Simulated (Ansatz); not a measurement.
W (bcc (W type)), relaxed with r²SCAN (Ansatz, a program for electronic structure, plane waves, PAW): a = 3.1689 Å, b = 3.1689 Å, c = 3.1689 Å, α = 90.00°, β = 90.00°, γ = 90.00°.

B₀ by P(V) fit (GPa): 319
K_Hill (GPa): 320
G_Hill (GPa): 161
Θ_D (K): 382

Question: The same phase is relaxed and computed with LDA in the same code. What are the cell and these values now?

Answer: a = 3.1361 Å, b = 3.1361 Å, c = 3.1361 Å, α = 90.00°, β = 90.00°, γ = 90.00°.

- B₀ by P(V) fit (GPa) = 335
- K_Hill (GPa) = 335
- G_Hill (GPa) = 159
- Θ_D (K) = 378

All cells were relaxed under the symmetry of their starts (and spin orders); stability against distortions was not tested throughout. Rows with no word on spin ran without spin polarisation. Spin–orbit coupling is left out wherever it is not named.

Potentials: the earlier of the program's two PAW sets.

Ansatz is a plane-wave DFT program.
